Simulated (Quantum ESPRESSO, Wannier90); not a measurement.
## Wannier functions of CsI (rock salt)

Cell from Materials Project (mp-614603), symmetrised, no further relaxation. Not found in the COD (Crystallography Open Database) copy used, which has the formula in other groups; not checked further. Level: PBEsol, no spin polarisation, no spin-orbit coupling; pw.x of Quantum ESPRESSO at 56 Ry with PseudoDojo potentials, 8×8×8 k-points, Wannier90. Density: 8×8×8 mesh, cold smearing 0.01 Ry. Spin-orbit coupling is left out although heavy elements are present.

```
begin unit_cell_cart
ang
    0.0000000000    3.9050800000    3.9050800000
    3.9050800000    0.0000000000    3.9050800000
    3.9050800000    3.9050800000    0.0000000000
end unit_cell_cart
mp_grid = 8 8 8
```

Neighbour vectors b of the finite-difference formula (Å⁻¹), by shell:

```
shell       b_x       b_y       b_z
-----  --------  --------  --------
1       0.10056   0.10056  -0.10056
1       0.10056  -0.10056   0.10056
1      -0.10056   0.10056   0.10056
1       0.10056   0.10056   0.10056
1      -0.10056  -0.10056   0.10056
1      -0.10056   0.10056  -0.10056
1       0.10056  -0.10056  -0.10056
1      -0.10056  -0.10056  -0.10056
```

Find the weights w_b from the completeness condition Σ_b w_b b_α b_β = δ_αβ.

Shell 1: Σ b_x² = 0.081, Σ b_y² = 0.081, Σ b_z² = 0.081 Å⁻²
Each of the three diagonal sums, weighted, has to give 1 and the off-diagonal ones 0, which holds for w_1 = 12.4 Å². Check on xx: 12.36×0.081 = 1.00.

On this mesh the 4 functions of bands 2,6-8 (valence bands; start: SCDM (isolated), conv_tol = 1.0e-7) end with spreads 2.0734, 2.0727, 2.0751, 2.0740 Å², Ω_I = 7.1278 Å² and Ω_D = 0.0000 Å².

Ω_total is the sum of the spreads, 8.295 Å². Ω_OD = Ω_total − Ω_I − Ω_D = 1.167 Å². Only (Ω_D + Ω_OD)/Ω_total = 14.1 % depends on the gauge, and another start could lower the total by that share at most. The rms radius is √(Ω_total/4) = 1.44 Å.
